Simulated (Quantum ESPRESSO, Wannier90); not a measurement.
## Wannier functions of K2S (anti-fluorite)

Structure: Materials Project mp-1022, symmetrised, not relaxed again. COD (Crystallography Open Database) has the formula in 2 space groups, this one among them (matched by group alone). Computed values, not measurements, from LDA: Quantum ESPRESSO (norm-conserving PseudoDojo potentials, cutoff 58 Ry, no spin polarisation, no spin-orbit coupling) on a Γ-centred 8×8×8 mesh, then Wannier90. Density: 8×8×8 mesh, cold smearing 0.01 Ry.

```
begin unit_cell_cart
ang
    0.0000000000    3.7069400000    3.7069400000
    3.7069400000    0.0000000000    3.7069400000
    3.7069400000    3.7069400000    0.0000000000
end unit_cell_cart
mp_grid = 8 8 8
```

Neighbour vectors b of the finite-difference formula (Å⁻¹), by shell:

```tsv
shell	b_x	b_y	b_z
1	0.10594	0.10594	-0.10594
1	0.10594	-0.10594	0.10594
1	-0.10594	0.10594	0.10594
1	0.10594	0.10594	0.10594
1	-0.10594	-0.10594	0.10594
1	-0.10594	0.10594	-0.10594
1	0.10594	-0.10594	-0.10594
1	-0.10594	-0.10594	-0.10594
```

Question: Find the weights w_b from the completeness condition Σ_b w_b b_α b_β = δ_αβ.

Answer: Shell 1: Σ b_x² = 0.090, Σ b_y² = 0.090, Σ b_z² = 0.090 Å⁻²
Each of the three diagonal sums, weighted, has to give 1 and the off-diagonal ones 0, which holds for w_1 = 11.1 Å². Check on xx: 11.14×0.090 = 1.00.

On this mesh the 4 functions of bands 9-12 (valence bands; start: SCDM (isolated), conv_tol = 1.0e-6) end with spreads 1.9054, 1.9051, 1.9054, 1.9092 Å², Ω_I = 6.5203 Å² and Ω_D = 0.0000 Å².

Ω_total is the sum of the spreads, 7.625 Å². Ω_OD = Ω_total − Ω_I − Ω_D = 1.105 Å². Only (Ω_D + Ω_OD)/Ω_total = 14.5 % depends on the gauge, and another start could lower the total by that share at most. The rms radius is √(Ω_total/4) = 1.38 Å.
